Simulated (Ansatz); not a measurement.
ZrScFe₄ in space group F-43m (No. 216; Zr on 4c, Sc on 4a, Fe on 16e), plane-wave PAW PBE (Ansatz code), all energies at zero smearing, with the estimated change up to a 700 eV cutoff added, with one set of potentials and settings (totals compare only within such a set). Cell of 6 atoms (1 Zr, 1 Sc, 4 Fe): -24243.408 eV.

| element | reference phase | E (eV/atom) |
|---|---|---|
| Zr | P6_3/mmc, 2 atoms in the cell | -4183.8362 |
| Sc | P6_3/mmc, 2 atoms in the cell | -2135.8097 |
| Fe | Im-3m, 1 atoms in the cell, spin-polarised | -4480.4888 |

Formation energy per atom, worked out: (-24243.408 − 1×(-4183.8362) − 1×(-2135.8097) − 4×(-4480.4888))/6 = -0.301 eV/atom (-29 kJ per mol of atoms), at 0 K, without zero-point energy or fitted corrections.

The first step of the workflow began from a Materials Project structure, measured or hypothetical; the Crystallography Open Database copy checked does not list it. With Zr and Sc taken as one species the cell has the higher symmetry Fd-3m, so it may be an ordered model of a mixed-site phase. Whether it is the stable phase at ambient conditions was not checked. The PBE relaxation kept the symmetry of its start, as lowered by the spin order; its stability against distortions is not shown here. Magnetic state: ferrimagnetic, chosen from 5 collinear starts compared on coarse meshes (ties went to the first, and starts can fall back to one state), not a proven ground state. The references are the lowest solids computed at this level, not always the standard phases.

Potentials: the later of the program's two PAW sets.
